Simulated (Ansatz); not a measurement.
The relaxed structure here is a generated cell of Ta: the first start was made by a random draw of sites in a space group, and the end was not matched to a known phase here, so it may be hypothetical. Known forms of Ta include space group No. 229.

A relaxed structure of Ta. Space group Pm-3m (No. 221), AFLOW prototype A_cP1_221_a (A_h). These are PBEsol (plane waves to 420 eV, PAW, scalar-relativistic; Ansatz, a quantum-chemistry and plane-wave program) values and carry that method's errors.

```xyz
1
Lattice="2.7079 0.0000 0.0000 0.0000 2.7079 0.0000 0.0000 0.0000 2.7079" Properties=species:S:1:pos:R:3 pbc="T T T"
Ta     1.3539     1.3539     1.3539
```

For Ta, the volume per atom comes out as 19.86 Å³ and the density comes out as 15.13 g/cm³. The band gap is zero (metallic) and the shortest distances is Ta–Ta 2.71 Å. The k-mesh comes out as 17×17×17.

Band energies at high-symmetry points (eV from the Fermi level; labels of this space group; no spin-orbit coupling), from −5 eV up to 5.0 eV:

```
point                    energies
-----  --------------------------
Γ                     -2.68 -2.68
X      -3.79 -1.68 0.09 2.50 2.50
M           -4.13 -1.39 3.32 3.32
R               -2.42 -2.42 -2.42
```

No spin polarisation in the result.

The run could not lose the symmetry of its start, so the end can be a saddle point.
